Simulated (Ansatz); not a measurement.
## YRh from its elements: all-electron against pseudopotential results

```
Y Rh
1.0
     3.35122    0.00000    0.00000
     0.00000    3.35122    0.00000
     0.00000    0.00000    3.35122
Y Rh
1 1
Direct
  0.50000 0.50000 0.50000
  0.00000 0.00000 0.00000
```

The cell comes from a relaxation on PAW files under the same functional, begun from a database entry that needn't be the ground state.

Computed with Ansatz 0.2.0; functional LDA, scalar-relativistic. Settings: a Γ-centred 12×12×12 k mesh, Fermi–Dirac smearing of 0.05 eV, no spin polarisation. Methods: LAPW: all electrons, basis error target 0.5 meV/atom; PAW: frozen-core files, cutoff 420 eV.

The elements are taken as Rh fcc, Y hcp, each relaxed on PAW files under the same functional and computed by the same method as the compound; zero-point and thermal terms are left out.

The PAW files were made under PBE.

(1) What is the formation energy by LAPW, and how far do the other methods lie from it?

(2) Give the LAPW value for one formula unit in kJ/mol.

Results:

(1) -0.824 eV/atom; PAW -1.2 meV/atom. The compound is bound against these elements; other compounds of the system weren't compared.

(2) -0.824 eV/atom × 2 atoms × 96.485 kJ/(mol·eV) = -159.0 kJ/mol, at zero temperature and without zero-point motion.
